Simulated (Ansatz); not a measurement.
## antiAuCu3-structured Zr3Si

The computed numbers are results of PBEsol, scalar-relativistic (no spin polarisation) in the plane-wave PAW code Ansatz at 420 eV, 8×8×8 k-mesh, Gaussian smearing of 0.05 eV. The datasets are Ansatz's generated set soft_2.

```
CELL_PARAMETERS angstrom
4.25729 0.00000 0.00000
0.00000 4.25729 0.00000
0.00000 0.00000 4.25729
ATOMIC_POSITIONS crystal
Zr 0.00000 0.50000 0.50000
Zr 0.50000 0.50000 0.00000
Zr 0.50000 0.00000 0.50000
Si 0.00000 0.00000 0.00000
```

This is a trial structure made by placing the elements on a prototype's sites, so it needn't be the stable form.

The cell above was scaled in volume, its shape and atoms being fixed by the lattice's symmetry. Energies are counted from the cell above.

Cell and atoms are those of this level's equilibrium.

| V (Å³/atom) | ΔE (meV/atom) | P from the stress (GPa) |
| --- | --- | --- |
| 18.519 | 12.22 | 5.23 |
| 18.904 | 2.94 | 2.48 |
| 19.290 | 0.00 | -0.02 |
| 19.676 | 2.83 | -2.30 |
| 20.062 | 10.89 | -4.37 |

Problem. Do the energies and the pressures agree? Compare −ΔE/ΔV between neighbouring points (1 meV/Å³ = 0.1602 GPa) with the mean of their pressures.

Solution. 
```csv
interval (Å³/atom),−ΔE/ΔV (GPa),mean P (GPa)
18.52 to 18.90,3.9,3.9
18.90 to 19.29,1.2,1.2
19.29 to 19.68,-1.2,-1.2
19.68 to 20.06,-3.3,-3.3
```
They differ by 0.01 GPa at most.

Problem. What do the two routes give for V0, B0 and B0′?

Solution. A third-order Birch–Murnaghan fit of the energies: V0 = 19.29 Å³/atom, B0 = 120 GPa, B0′ = 3.7. A polynomial of P in ln V, with B = −dP/d ln V at P = 0: V0 = 19.29 Å³/atom, B0 = 119 GPa, B0′ = 3.7.

B0·V0 = 119.6 GPa × 19.29 Å³ = 14.40 eV/atom sets the scale: near the minimum ΔE ≈ ½ B0 V0 x², with x = V/V0 − 1, and a pressure of 1.2 GPa squeezes the volume by about 1 %. At the ends of the curve: x = −4.0 % predicts 11.5 meV/atom and the run gives 12.2; x = +4.0 % predicts 11.6 meV/atom and the run gives 10.9. The lopsidedness is anharmonic: atoms resist being pushed together more than being pulled apart. The run is a metal.
